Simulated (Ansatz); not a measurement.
Input:

ZnSe in space group P4_2/mmc (No. 131; Zn on 2c, Se on 2e), a = b = 3.737 Å, c = 6.781 Å, α = β = γ = 90.00°.

This is the PBEsol-relaxed structure.

Task: All from PBEsol in the plane-wave PAW code Ansatz, unless another level is named. Give the electronic character.

Result: metallic (no gap).

Task: What about the formation energy from the elements (no fitted shifts)?

Result: -0.19 eV/atom.

Task: Predict the density of states at the Fermi level.

Result: 0.22 states/eV per atom (mean over ±0.08 eV).

A made-up cell: these elements were put on the sites of a structure type; neither database checked (COD, Materials Project) lists it. It is not the phase usual at ambient conditions (space group No. 216). Symmetry was held in the PBEsol relaxation. At this level the phase is dynamically unstable (imaginary phonons). The references are the lowest solids computed at this level, not always the standard phases. Spin–orbit coupling is left out wherever it is not named.

Potentials: the later of the program's two PAW sets.
